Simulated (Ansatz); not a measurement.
## CdI2-type LaF₂

Level of theory: DFT, PBEsol, scalar-relativistic, no spin polarisation; plane waves to 420 eV with PAW datasets (Ansatz 0.2.0), 10×10×6 k-mesh, Gaussian smearing of 0.05 eV; PAW files: Ansatz's generated set soft_2.

```yaml
crystal:
  lattice:
    - [3.57724, 0.00000, 0.00000]
    - [-1.78862, 3.09798, 0.00000]
    - [0.00000, 0.00000, 5.14734]
  atoms:
    - { symbol: La, position: [0.00000, 0.00000, 0.00000] }
    - { symbol: F, position: [0.33333, 0.66667, 0.26191] }
    - { symbol: F, position: [0.66667, 0.33333, 0.73809] }
```

This is a trial structure made by placing the elements on a prototype's sites, so it needn't be the stable form.

The cell is relaxed to zero pressure at this level.

The cell has space group P-3m1 (read at 0.01 Å). In it the stress is 0.01, 0.01, -0.01, 0.00, 0.00, 0.00 GPa and the largest force component 0.000 eV/Å. Each change below starts from this cell, without further relaxation. Stress is in GPa, positive in compression, in the order xx, yy, zz, yz, xz, xy; energies are counted from the cell above and are free energies with the smearing's entropy, which match forces and stress in a metal.

Problem. One atom was moved along a Cartesian axis, and these forces appeared. Which atom, and about how far?
```tsv
atom	Fx (eV/Å)	Fy	Fz
La1	0.201	0.014	-0.019
F2	-0.208	-0.009	0.024
F3	0.006	-0.005	-0.004
```

Solution. Atom 2 (F) is moved by 0.08 Å along x; the energy changes by 8.3 meV per cell.

Problem. A single strain component, atoms carried along, gave the stress 0.01, 0.01, 0.00, 0.00, -0.24, 0.30. Which component, and about how large?

Solution. An engineering strain of -1 % in xy; the energy changes by 0.6 meV per cell.

For elements this heavy, spin–orbit coupling would shift levels and gaps; it isn't included here. The cell is a metal with an odd number of electrons, and spin polarisation wasn't tried.
